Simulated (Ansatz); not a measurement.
Total density of states per atom from the program Ansatz at the PBE level (PAW), in 0.25 eV bins, energy from the Fermi level:

```tsv
E (eV)	states/eV/atom
-7.85	0.00
-7.60	0.00
-7.35	0.00
-7.10	0.00
-6.85	0.00
-6.60	0.00
-6.35	0.00
-6.10	0.00
-5.85	0.00
-5.60	0.00
-5.35	0.00
-5.10	0.28
-4.85	0.38
-4.60	0.54
-4.35	0.69
-4.10	1.97
-3.85	0.84
-3.60	0.50
-3.35	0.48
-3.10	0.98
-2.85	2.27
-2.60	1.49
-2.35	0.72
-2.10	0.75
-1.85	0.96
-1.60	0.95
-1.35	0.84
-1.10	0.64
-0.85	0.41
-0.60	0.19
-0.35	0.08
-0.10	0.04
0.15	0.33
0.40	0.62
0.65	1.12
0.90	0.63
1.15	0.52
1.40	2.08
1.65	1.81
1.90	0.87
2.15	0.00
2.40	0.00
2.65	0.13
2.90	1.27
3.15	0.98
3.40	1.38
3.65	1.09
3.90	0.47
4.15	0.01
4.40	0.00
4.65	0.00
```

Which compound is it?
A) TiB2, P6/mmm (Ti on 1a, B on 2d)
B) TiS2, CdI2 type
C) SrCdSiS4, Ama2 (Pearson symbol oS28)
D) MgS, rock salt

B, TiS2, CdI2 type. Within 0.5 eV of the Fermi level: Ti 3d 71 %, S 3p 25 %. Projections are on Löwdin-orthogonalised atomic valence shells; empty p or d shells of many metals are not among them.

Space group P-3m1 (CdI2 type). The PBE relaxation kept the symmetry of its start. The run is not spin-polarised. The volume lies over 15 % above that of the usual cell of this phase: another minimum, or an error of the functional. A crystal of weakly bound layers computed without a dispersion correction: the cell and the soft elastic constants depend strongly on that. A small band overlap can be real or an error of a semilocal functional.

Potentials: the later of the program's two PAW sets.
